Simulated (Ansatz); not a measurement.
Given:

Sr3AsN:
```
CELL_PARAMETERS angstrom
      5.04142     0.00000     0.00000
      0.00000     5.04142     0.00000
      0.00000     0.00000     5.04142
ATOMIC_POSITIONS crystal
  Sr 0.00000 0.50000 0.50000
  Sr 0.50000 0.00000 0.50000
  Sr 0.50000 0.50000 0.00000
  As 0.00000 0.00000 0.00000
  N  0.50000 0.50000 0.50000
```

This is the PBEsol-relaxed structure.

Problem. All from PBEsol in the plane-wave PAW code Ansatz, unless another level is named. Estimate the hole effective mass, band 3 of 3 at the edge.

Solution. 0.094 along [100], 0.098 along [110], 0.099 along [111] (mₑ).

Problem. Next, the HSE06 gap on the PBEsol cell?

Solution. 1.21 eV.

Problem. Predict the electron effective mass with spin–orbit coupling, band 1 of 2 at the edge.

Solution. 0.66 along [100], 0.34 along [110], 0.25 along [111] (mₑ).

Problem. Next, the electron effective mass, band 2 of 2 at the edge?

Solution. 0.14 along [100], 0.18 along [110], 0.23 along [111] (mₑ).

Problem. Give the band gap.

Solution. 0.38 eV (direct).

Problem. What about the valence-band maximum?

Solution. at Γ.

Space group Pm-3m (anti-perovskite). The first step of the workflow began from a Materials Project structure, measured or hypothetical; the Crystallography Open Database copy checked does not list it. Its standing as an ambient phase is unchecked. Symmetry was held in the PBEsol relaxation; whether a distortion lowers the energy is not shown. Scalar-relativistic: spin–orbit coupling is off unless named, which matters more the heavier the elements.

Potentials: the later of the program's two PAW sets.
